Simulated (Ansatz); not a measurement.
input.yaml (Ansatz)

```yaml
crystal:
  lattice:
    - [3.2645584604, 0.0, 0.0]
    - [0.0, 3.2645584604, 0.0]
    - [0.0, 0.0, 3.2645584604]
  atoms:
    - { symbol: Tl, position: [0.0, 0.0, 0.0] }
hamiltonian:
  xc: r2scan
  pseudopotentials:
    kind: paw
    azcp:
      Tl: "pseudopotentials/Tl.paw.azcp"
basis:
  ecutwfc: 500
  fft_grid_basis: typed
kpoints:
  mp_grid: { grid: [11, 11, 11], shift: [0, 0, 0] }
magnetization:
  spin_polarized: false
scf:
  occupations: { method: fermi_dirac, width: 0.1 }
  lower_state_search: "off"
output:
  stress: true
  write_density: true
  write_potential: true
  elf: true
  volumetric_format: npy
```

Output

```
Engine: ansatz 0.2.0, x86_64-unknown-linux-gnu
Pseudopotentials: kind: paw
Pseudopotential: Tl, paw, valence charge 13, recommended cutoff 500 eV (meta_gga) 
Functional definition: r2SCAN
  parameter k0 = 0.174
  parameter k1 = 0.065
  parameter a1 = 4.9479
  exchange = r2scan_x(k0 = k0, k1 = k1, a1 = a1)
  correlation = r2scan_c
Crystal: 1 atoms, lattice volume = 34.792 Å³
Basis set: ecut = 500 eV, 895 PW (Γ), exchange–correlation on 96×96×96 points (64 copies of the dense FFT grid, shifted against one another)
Bands: 11, of which v1, the nominal top of the filled ones, is band 7 counted from 1 (6 counted from 0)
Symmetry: 48 space group operations
Space group: Pm-3m (ITA 221), of the structure as read, at distance tolerance 3.3e-5 Å
k-points: 56 of 1331
Non-local potential: Tl, projectors of the file, l = 0: 2, l = 1: 2, l = 2: 2, l = 3: 1
PAW form: soft (Blöchl's): semilocal exchange-correlation on the pseudo side does not see the compensation charge
PAW frozen core: Tl, regenerated for the run's functional (the file was generated under x = pbe(κ = 0.804, μ = 0.2195149727645171), c = pbe(β = 0.06672455060314922))
PAW one-centre angular grid: Tl, 590 points (default); XC on 160 Gauss nodes
Initial density: superposition of atomic densities (neutral atoms: chi_scale 0, normalization atom), corrected by the library's trained network
Initial wavefunctions: pseudopotential atomic-orbital guess
Functional: x = r2scan, c = r2scan; τ floored in thin density (d = 2e-4 eV/Å³)
SCF iter   1: F=-11458.461340 eV  HF=-11458.472620 eV  |F-HF|=1.13e-2  |Δ(HF+E_count)|=         —  Δρ=7.08e-3  dr2=1.38e-2  dr2_τ=5.86e-3  ethr=1.77e-3  ⟨swp⟩=5.9  Hψ=4070  notcnv=0
SCF iter   2: F=-11458.465788 eV  HF=-11458.467714 eV  |F-HF|=1.93e-3  |Δ(HF+E_count)|=   4.91e-3  Δρ=3.00e-3  dr2=2.58e-3  dr2_τ=2.10e-4  ethr=1.06e-4  ⟨swp⟩=2.2  Hψ=1388  notcnv=0
SCF iter   3: F=-11458.466879 eV  HF=-11458.466867 eV  |F-HF|=1.22e-5  |Δ(HF+E_count)|=   8.48e-4  Δρ=2.38e-4  dr2=1.58e-5  dr2_τ=4.62e-6  ethr=1.99e-5  ⟨swp⟩=2.1  Hψ=950  notcnv=0
SCF iter   4: F=-11458.466891 eV  HF=-11458.466889 eV  |F-HF|=2.06e-6  |Δ(HF+E_count)|=   2.23e-5  Δρ=6.04e-5  dr2=1.01e-6  dr2_τ=5.05e-8  ethr=1.22e-7  ⟨swp⟩=2.0  Hψ=971  notcnv=0
iter 5 did not close the SCF: its close was put off for the readings that it lacked (scf_convergence_deferred on its scf_iter line)
SCF iter   5: F=-11458.466891 eV  HF=-11458.466891 eV  |F-HF|=1.56e-8  |Δ(HF+E_count)|=   2.38e-6  Δρ=8.89e-6  dr2=3.08e-8  dr2_τ=1.39e-9  ethr=7.78e-9  ⟨swp⟩=2.0  Hψ=967  notcnv=0
SCF iter   6: F=-11458.466891 eV  HF=-11458.466891 eV  |F-HF|=2.89e-10  |Δ(HF+E_count)|=   5.07e-9  Δρ=1.25e-6  dr2=3.46e-10  dr2_τ=5.01e-11  ethr=2.37e-10  ⟨swp⟩=5.8  Hψ=3221  notcnv=0
SCF 1 converged in 6 iterations: F = -11458.466891 eV  dr2 = 3.46e-10
SCF converged after 6 iterations
Free energy (F): -11458.466891 eV
Harris-Foulkes:  -11458.466891 eV  (|F-HF|=2.89e-10)
Internal energy: -11458.447466 eV  (E = F + TS)
E sigma→0 (E₀):  -11458.457179 eV
Entropy (-TS):   -0.019425 eV (-19.425 meV/atom)
Fermi energy:    7.893964 eV
--- Per-component energies (eV) ---
  E_band       = -31.873482
  E_kinetic    = 333.753740
  E_local      = -1026.959464  (includes V_loc(G=0)·N_el)
  E_nonlocal   = 317.244164
  E_hartree    = 383.894193
  E_xc         = -217.908190
  E_vxc        = -155.915418  (∫ρ·V_xc dr)
  E_paw        = -10191.990856  (= ΣΔE_a)
  E_vpaw       = -279.920603  (= ΣTr[D̂ρ^β])
  E_aug_tail   = 0.000017  (compensation charges beyond the density's cutoff)
  E_vtau       = 12.136263  (kinetic-family band-sum trace: ∫τ·v_τ [+ j·A + Jᵃ·Aᵃ] dr)
  E_ewald      = -1057.520831
  E_core_change = 1.039761  (= ΣΔE_core)
  E_smearing   = -0.019425  (= −TS)
  E_closure    = -0.000000  (closes the sum)
  Σ components = -11458.466891   (vs F -11458.466891, Δ=0.00e0)
--- Stress (GPa, compression-positive) ---
       -1.579376       0.000000       0.000000
        0.000000      -1.579376       0.000000
        0.000000       0.000000      -1.579376
  P = ⅓ Tr σ = -1.5794 GPa (-15.794 kbar)
--- Band table (eV; the first three rows and the last of 56) ---
  k-point 0: bands = ["-4.7951", "-4.7951", "-3.9227", "-3.9227", "-3.9227", "-1.7215", "14.4962", "14.4962", "14.4962", "17.4132", "19.0755"]
  k-point 1: bands = ["-4.7907", "-4.7478", "-3.9429", "-3.9429", "-3.9210", "-1.5963", "13.0741", "14.6473", "14.6473", "17.9028", "19.1209"]
  k-point 2: bands = ["-4.7788", "-4.6262", "-3.9968", "-3.9968", "-3.9164", "-1.2140", "10.8036", "15.0811", "15.0811", "18.2669", "19.2567"]
  k-point 55: bands = ["-4.4760", "-4.4730", "-4.4730", "-3.6648", "-3.6648", "6.1104", "9.7950", "9.7950", "10.0336", "14.8442", "15.9664"]
```

Command:

```sh
ansatz run input.yaml --threads 1 --pin off --max-ram 3584MiB --backend cpu --events-out ev --progress --plain --runs-dir out
```

On 1 thread of Intel(R) Xeon(R) Platinum 8259CL CPU @ 2.50GHz (Skylake/Cascade Lake) (shared host) this took about 5.2 s of wall time and 5.2 s of CPU time.
